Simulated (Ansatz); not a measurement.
Data:

PbS:
```
PbS
1.0
    0.00000     3.32376     3.32376
    3.32376     0.00000     3.32376
    3.32376     3.32376     0.00000
S Pb
1 1
Direct
  0.75000   0.75000   0.75000
  0.00000   0.00000   0.00000
```

This is the PBE-relaxed structure.

Q: All from the program Ansatz at the PBE level (PAW), unless another level is named. Give the HSE06 gap on the PBE cell.

A: 1.35 eV.

Q: Next, the valence-band maximum?

A: at W.

Q: Predict the Z2 indices of the occupied bands with spin–orbit coupling.

A: 0;(000).

Q: Give the conduction-band minimum.

A: at X (3 equivalent valleys).

Space group F-43m (zinc blende). A made-up cell: these elements were put on the sites of a structure type; neither database checked (COD, Materials Project) lists it. It is not the phase usual at ambient conditions (space group No. 225). Symmetry was held in the PBE relaxation. At this level the phase is mechanically unstable. Spin–orbit coupling is left out wherever it is not named.

Potentials: the later of the program's two PAW sets.
